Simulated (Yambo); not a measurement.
```xyz
2
Lattice="0.0000 3.2743 3.2743 3.2743 0.0000 3.2743 3.2743 3.2743 0.0000" Properties=species:S:1:pos:R:3 pbc="T T T"
K      0.0000     0.0000     0.0000
Br     3.2743     3.2743     3.2743
```

KBr (rock salt, space group Fm-3m, No. 225) under isotropic strain (on all lattice vectors), counted from the cell relaxed with PBEsol, atoms relaxed at each step. norm-conserving PBEsol (Quantum ESPRESSO, 74 Ry, scalar-relativistic); G0W0 in Yambo (4×4×4 Γ-centred k mesh, 125 bands and a 8 Ry block in the screening, 125 bands in G with the Bruneval-Gonze terminator, plasmon pole fitted at 27.2 eV).

Unstrained, the direct gap at Γ is 4.34 eV in PBEsol and 6.97 eV in G0W0.

Problem. How fast does it move with strain?

Solution. Between -0.7 % and +1 % the direct gap at Γ has a volume deformation potential dE/dlnV of -1.9 eV in G0W0 and -2.5 eV in PBEsol. (G0W0: 7.011 eV at -0.7 %, 6.916 eV at +1 %; Δ ln V = 3 ln(1.01/0.993) = 0.0509.) Convergence of the GW settings isn't established. Spin-orbit splittings are left out.
